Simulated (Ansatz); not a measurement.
SiC (zinc blende)

```
CELL_PARAMETERS angstrom
      0.00000     2.17817     2.17817
      2.17817     0.00000     2.17817
      2.17817     2.17817     0.00000
ATOMIC_POSITIONS crystal
  C  0.75000 0.75000 0.75000
  Si 0.00000 0.00000 0.00000
```

A phonon eigenvector at Γ is frozen into this cell: atom i moves by Q times the vector below, so Q is the largest atomic displacement, in Å. The cell is held. It is one choice among 3 degenerate patterns.

```tsv
atom	x	y	z
C1	0.000	0.000	-1.000
Si2	0.000	0.000	0.428
```

These are r2SCAN (plane waves to 500 eV, PAW, scalar-relativistic; Ansatz, a program for electronic structure) values and carry that method's errors. k mesh 13×13×13 (Γ-centred), Fermi-Dirac smearing 0.05 eV. Energies are smeared free energies. Compression counts positive. SiC was relaxed with its symmetry unable to fall. The zero of ΔE is the undisplaced structure.

Question: Predict the ΔE (eV/cell) and P (GPa) at Q (Å) = -0.280, -0.233, -0.187, -0.140, -0.093, 0.187, 0.233, 0.280.

Answer: 
```
Q (Å)   ΔE (eV/cell)  P (GPa)
------  ------------  -------
-0.280         1.422     18.0
-0.233         1.019     12.8
-0.187         0.669      8.4
-0.140         0.384      4.8
-0.093         0.173      2.1
0.187          0.669      8.4
0.233          1.019     12.8
0.280          1.422     18.0
```

(A displaced cell: forces are minus the slopes of the energy, force constants its curvatures, and phonons follow from these.)
